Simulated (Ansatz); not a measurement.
Relaxed-ion elastic tensor of Ni (bcc (W type), Im-3m) in GPa (Voigt order), r²SCAN in the plane-wave PAW code Ansatz; density 9.21 g/cm³, 10.58 Å³ per atom.

```tsv
	1	2	3	4	5	6
1	140	253	253	0.0	0.0	0.0
2	253	140	253	0.0	0.0	0.0
3	253	253	140	0.0	0.0	0.0
4	0.0	0.0	0.0	172	0.0	0.0
5	0.0	0.0	0.0	0.0	172	0.0
6	0.0	0.0	0.0	0.0	0.0	172
```

**Question.** Is the crystal mechanically stable?

**Answer.** No: the smallest eigenvalue of C is -113 GPa.

A made-up cell: these elements were put on the sites of a structure type; the Crystallography Open Database copy checked does not list it. It is not the phase usual at ambient conditions (space group No. 225). Symmetry was held in the r²SCAN relaxation. At this level the phase is mechanically unstable. Magnetic state: ferromagnetic, chosen from 3 collinear starts compared on coarse meshes (ties went to the first, and starts can fall back to one state), not a proven ground state. Other orbital occupations within this spin state were not tried. As this level gives no gap, shear constants depend on the k-mesh and smearing (Fermi–Dirac, 0.1 eV here).

Potentials: the later of the program's two PAW sets.
